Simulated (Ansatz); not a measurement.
## What DFT gives for Ni₃Pb₂S₂

```
CELL_PARAMETERS angstrom
5.51095 0.00000 0.00000
2.75547 4.77262 0.00000
2.75547 1.59087 4.49967
ATOMIC_POSITIONS crystal
Pb 0.00000 0.00000 0.00000
Pb 0.50000 0.50000 0.50000
Ni 0.50000 0.00000 0.00000
Ni 0.00000 0.50000 0.00000
Ni 0.00000 0.00000 0.50000
S 0.28500 0.28500 0.28500
S 0.71500 0.71500 0.71500
```

The numbers come from plane-wave PAW DFT (Ansatz): r2SCAN, collinear spin, 500 eV, 5×5×5 Γ-centred k points, fermi-dirac occupations (width 0.1 eV). Nothing was relaxed.

The state carries no moments; the state need not be the lowest.

Task: What does the stress say?

Result: The pressure is 0.0 GPa (compression positive), so with the atoms held at these fractions the cell is close to zero pressure; the forces are large, so a full relaxation may end otherwise. The principal stresses -0.7, 0.4, 0.4 GPa differ, so its shape would change too.

Task: Which element gives electrons and which takes them?

Result: Bader charges in e: Ni +0.16, Pb +0.55 to +0.59, S -0.81. In the mean Pb gives up most and S takes most.

Task: Describe some of the short contacts.

Result: Ni–S at 2.25 Å: least valence density 0.56 e/Å³ and ELF 0.26 there. Pb–Ni at 2.76 Å: least valence density 0.27 e/Å³ and ELF 0.24 there. Pb–S at 2.90 Å: least valence density 0.23 e/Å³ and ELF 0.22 there. Both are smooth PAW fields, read partly inside the augmentation spheres.

Task: Is there a gap?

Result: It is a metal, with about 3.4 states/eV a cell as the mean within 0.25 eV of the Fermi level, mostly Ni d (64 %) and S p (17 %).

Origin: a database entry at a rescaled volume. Caveats: atoms or cell far from equilibrium.
